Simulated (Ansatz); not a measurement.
Bi₂Pt:
```
CELL_PARAMETERS angstrom
      3.45953     1.99775     0.00000
     -3.45953     1.99775     0.00000
     -0.00038     0.00000     5.55220
ATOMIC_POSITIONS crystal
  Bi 0.33335 0.66665 0.73248
  Bi 0.66665 0.33335 0.26752
  Pt 0.00000 0.00000 0.00000
```

Relaxed with LDA.

Problem. Which orbitals make up the states near the Fermi level in the program Ansatz at the LDA level (PAW)?

Solution. Within 0.5 eV of the Fermi level: Bi 6p 75 %, Pt 5d 15 %. Projections are on Löwdin-orthogonalised atomic valence shells; empty p or d shells of many metals are not among them.

Problem. Tabulate the density of states.

Solution. States/eV per cell of 3 atoms, in 0.25 eV bins, energy from the Fermi level.

```
E (eV)  total  Bi 6p  Pt 5d  Pt 6s
------  -----  -----  -----  -----
-7.85    0.00   0.00   0.00   0.00
-7.60    0.00   0.00   0.00   0.00
-7.35    0.00   0.00   0.00   0.00
-7.10    0.00   0.00   0.00   0.00
-6.85    0.00   0.00   0.00   0.00
-6.60    0.00   0.00   0.00   0.00
-6.35    0.00   0.00   0.00   0.00
-6.10    0.00   0.00   0.00   0.00
-5.85    0.35   0.21   0.07   0.06
-5.60    1.13   0.65   0.25   0.18
-5.35    1.83   1.03   0.42   0.30
-5.10    2.12   1.12   0.68   0.22
-4.85    2.86   1.48   1.19   0.10
-4.60    2.77   1.44   1.19   0.06
-4.35    2.75   1.03   1.57   0.08
-4.10    5.63   1.42   3.99   0.09
-3.85    4.37   1.11   2.95   0.11
-3.60    2.89   0.69   1.95   0.11
-3.35    4.97   0.94   3.72   0.11
-3.10    6.46   0.74   5.45   0.05
-2.85    2.36   0.27   1.98   0.05
-2.60    5.78   0.69   4.55   0.36
-2.35    2.33   0.65   1.33   0.18
-2.10    1.68   0.72   0.73   0.10
-1.85    1.60   0.91   0.54   0.05
-1.60    1.82   1.10   0.58   0.04
-1.35    1.81   1.16   0.52   0.03
-1.10    1.80   1.23   0.44   0.03
-0.85    1.68   1.19   0.36   0.02
-0.60    1.56   1.12   0.30   0.02
-0.35    1.75   1.29   0.28   0.03
-0.10    1.90   1.43   0.28   0.02
0.15     1.58   1.21   0.22   0.02
0.40     1.27   0.98   0.16   0.02
0.65     1.15   0.88   0.15   0.01
0.90     1.11   0.82   0.17   0.01
1.15     1.30   0.95   0.20   0.04
1.40     1.35   0.99   0.20   0.05
1.65     1.44   1.04   0.21   0.05
1.90     1.54   1.11   0.22   0.05
2.15     1.57   1.13   0.24   0.05
2.40     1.32   0.96   0.19   0.05
2.65     1.23   0.88   0.17   0.05
2.90     1.45   1.04   0.18   0.07
3.15     1.50   1.09   0.18   0.07
3.40     1.44   1.05   0.16   0.07
3.65     1.39   1.01   0.15   0.08
3.90     1.40   1.03   0.14   0.07
4.15     1.54   1.09   0.14   0.13
4.40     1.22   0.78   0.09   0.16
4.65     0.61   0.21   0.02   0.18
```

Space group P-3m1. The workflow started from a Materials Project entry (that database holds measured and hypothetical structures alike); the Crystallography Open Database copy checked does not list it. COD files the formula under space group No. 205. Its standing as an ambient phase is unchecked. The LDA relaxation kept the symmetry of its start; its stability against distortions is not shown here. No spin polarisation was allowed. Scalar-relativistic: spin–orbit coupling is off unless named, which matters more the heavier the elements.

Potentials: the later of the program's two PAW sets.
